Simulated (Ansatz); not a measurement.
The relaxation started from an entry of Materials Project.

A relaxed cell of GaPt (P2₁3 (No. 198)), relaxed on a k-mesh at least as fine as the one used below. Computed with PBEsol (plane waves to 420 eV, PAW, scalar-relativistic; Ansatz, a first-principles code). Γ-centred k-mesh 7×7×7 on the run's cell (coarser than for final values), Fermi–Dirac smearing 0.05 eV.

```
GaPt
1.0
    4.90275     0.00000     0.00000
    0.00000     4.90275     0.00000
    0.00000     0.00000     4.90275
Ga Pt
4 4
Cartesian
  0.45702   0.45702   0.45702
  1.99436   4.44573   2.90839
  2.90839   1.99436   4.44573
  4.44573   2.90839   1.99436
  1.95085   1.95085   1.95085
  0.50052   2.95189   4.40223
  4.40223   0.50052   2.95189
  2.95189   4.40223   0.50052
```

The atoms are displaced by (Å):

| atom | ux | uy | uz |
|---|---|---|---|
| Ga1 | 0.181 | -0.069 | -0.102 |
| Ga2 | 0.148 | -0.004 | -0.091 |
| Ga3 | 0.123 | -0.003 | 0.061 |
| Ga4 | 0.162 | 0.064 | 0.026 |
| Pt5 | -0.106 | -0.086 | -0.035 |
| Pt6 | 0.132 | -0.147 | 0.076 |
| Pt7 | -0.013 | -0.041 | 0.010 |
| Pt8 | 0.010 | -0.135 | 0.162 |

Problem. What forces (eV/Å) and pressure result?

Solution. 
| atom | Fx | Fy | Fz |
|---|---|---|---|
| Ga1 | -1.04 | -0.61 | -0.13 |
| Ga2 | -1.66 | -0.60 | 2.35 |
| Ga3 | 0.17 | -0.55 | -0.29 |
| Ga4 | -0.58 | -0.39 | 0.41 |
| Pt5 | 1.48 | 0.00 | 0.84 |
| Pt6 | -0.48 | 1.15 | -1.17 |
| Pt7 | 0.80 | 0.55 | 0.42 |
| Pt8 | 1.31 | 0.45 | -2.44 |

Pressure +6.0 GPa.

Problem. Estimate the energy cost of the displacement in the harmonic approximation and compare with the calculation.

Solution. For a harmonic well ΔE = −½ Σ F·u = 0.838 eV a cell, or 105 meV/atom. The calculated energy relative to the undisplaced cell is +0.10 eV/atom, so the harmonic estimate holds well.

No spin polarisation in the result.

The run that gave the undisplaced cell could not lose the symmetry of its start; a randomly shaken copy of 8 atoms returns to this structure.
